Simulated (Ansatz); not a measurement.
⁶⁹Ga NMR of the central transition in LiGaH₄

Cell: a computed structure from the Materials Project (it need not be an observed phase).

Space group P2_1/c (No. 14); a = 4.8831, b = 7.8366, c = 8.0283 Å, β = 112.77°.

```csv
site,Wyckoff,site symmetry,x,y,z
Li,4e,1,0.4208,0.4600,0.6775
Ga,4e,1,0.1591,0.7943,0.4329
H9,4e,1,0.8040,0.1051,0.7293
H13,4e,1,0.6358,0.3761,0.5237
H17,4e,1,0.2621,0.9083,0.6101
H21,4e,1,0.8229,0.7350,0.3767
```

One atom of each set is listed.

All values are calculated (Ansatz; DFT, PBE, plane waves and PAW, scalar-relativistic, 420 eV cutoff, Γ-centred 6×4×4 k-points, Fermi–Dirac smearing 0.02 eV), not measured.

⁶⁹Ga has I = 3/2 and Q = 171.0 mb (Pyykkö 2018); at 21.1 T its Larmor frequency is ν₀ = 216.2 MHz. Only the quadrupole interaction is simulated: positions count from each site's isotropic chemical shift, and shift anisotropy, dipolar and J coupling are left out.

Simulated pattern of one Ga site (static powder, Gaussian broadening 4 kHz):

offset (kHz), height and a bar:
```
    -81.5          0 
    -75.9         22 #######
    -70.3         65 ###################
    -64.7         82 #########################
    -59.1        100 ##############################
    -53.5         71 #####################
    -47.9         58 #################
    -42.3         52 ################
    -36.7         48 ##############
    -31.1         45 ##############
    -25.5         43 #############
    -19.9         42 #############
    -14.3         42 ############
     -8.7         41 ############
     -3.1         41 ############
      2.5         34 ##########
      8.1         34 ##########
     13.7         37 ###########
     19.3         41 ############
     24.9         49 ###############
     30.5         68 #####################
     36.1         93 ############################
     41.7         26 ########
     47.3          0
```

(1) Which |C_Q| and η does the pattern imply?

Answers

(1) The pattern spans 116 kHz before broadening and its centre of gravity is at -20.3 kHz, which fixes P_Q; the places of the horns and steps fix η. That gives P_Q = 13.3 MHz, |C_Q| = 13.2 MHz and η = 0.11. The sign of C_Q can't be read from the pattern.

Hardware: 1 thread of Arm Neoverse V2 (aarch64; 8 cores open to the job, memory cap 2.5 GiB, no GPU), a shared host with a load of 0.5 a core. Wall time 48 s, CPU time 49 s, peak memory 0.82 GiB.
